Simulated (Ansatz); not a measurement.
Sheets of one type (MA2Z4 (octahedral core, outer Z over the far inner Z)-type), DFT-r²SCAN+D4 in the program Ansatz with PAW potentials; HSE06 gaps on those cells.

```json
[
 {"layer": "ScGe2P4", "a (Å)": "3.651", "thickness (Å)": "9.68"},
 {"layer": "YGe2N4", "a (Å)": "3.194", "thickness (Å)": "7.47"},
 {"layer": "YGe2P4", "a (Å)": "(withheld)", "thickness (Å)": "(withheld)"},
 {"layer": "ZrGe2P4", "a (Å)": "3.685", "thickness (Å)": "9.61"}
]
```

Some entries are withheld; supply them.


- YGe2P4, a (Å): 3.732
- YGe2P4, thickness (Å): 9.95

Spin orders computed, not proven ground states: YGe2N4, MA2Z4 (octahedral core, outer Z over the far inner Z)-type layer ferromagnetic. Began spin-polarised and lost the moments: ScGe2P4, MA2Z4 (octahedral core, outer Z over the far inner Z)-type layer; YGe2P4, MA2Z4 (octahedral core, outer Z over the far inner Z)-type layer. All cells were relaxed under the symmetry of their starts (and spin orders); stability against distortions was not tested throughout. Rows with no word on spin ran without spin polarisation. Spin–orbit coupling is left out wherever it is not named. Constructed layers (a layer type filled with these elements): ScGe2P4, MA2Z4 (octahedral core, outer Z over the far inner Z)-type layer; YGe2N4, MA2Z4 (octahedral core, outer Z over the far inner Z)-type layer; YGe2P4, MA2Z4 (octahedral core, outer Z over the far inner Z)-type layer; ZrGe2P4, MA2Z4 (octahedral core, outer Z over the far inner Z)-type layer.

Potentials: the later of the program's two PAW sets.
